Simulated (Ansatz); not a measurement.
The start is a relaxed TiB2 cell displaced along its unstable phonon at q = (½, 0, 0) of its primitive reciprocal cell (92i cm⁻¹), largest move 0.15 Å. The cell and all atomic positions are relaxed at zero pressure with r2SCAN (plane waves to 500 eV, PAW, scalar-relativistic; Ansatz, a program for electronic structure). The first steps use a coarse 6×11×11 k-mesh.

Initial structure:
```
TiB2
1.0
    0.00000     5.09411     5.09411
    2.54706     0.00000     2.54706
    2.54706     2.54706     0.00000
Ti B
2 4
Direct
  0.00000   0.04008   0.97412
  0.50000   0.95992   0.02588
  0.12500   0.29742   0.21938
  0.62500   0.20258   0.28062
  0.37500   0.70258   0.78062
  0.87500   0.79742   0.71938
```

Task: How do the shortest distances between atoms change?

Result: The closest pairs of elements (up to four, under 3.6 Å), start → end: B–B 2.31 → 1.75 Å; B–Ti 2.18 → 2.20 Å; Ti–Ti 3.46 → 3.02 Å.

Task: Is the relaxed structure metallic? Give its gap.

Result: Zero (metallic).

Task: Give the final cell and atomic positions.

Result: 
Space group R-3m, hexagonal axes (No. 166); a = 3.0183 Å, b = 3.0183 Å, c = 21.2885 Å, α = 90.00°, β = 90.00°, γ = 120.00°

| atom | site | symmetry | x | y | z |
|---|---|---|---|---|---|
| Ti | 6c | 3m | 0.0000 | 0.0000 | 0.4248 |
| B | 6c | 3m | 0.0000 | 0.0000 | 0.3214 |
| B | 6c | 3m | 0.0000 | 0.0000 | 0.1644 |
(The calculation used a cell of 6 atoms; values per cell refer to that cell.)

Final values are on a 18×18×18 k-mesh of the relaxed cell. No spin polarisation in the result.

The run could not lose the symmetry of its start, so the end can be a saddle point.

The relaxed structure here is a generated cell of TiB2: the first start was made by placing the elements on the sites of a structure type, and the end was not matched to a known phase here, so it may be hypothetical. Known forms of TiB2 include space group No. 191.
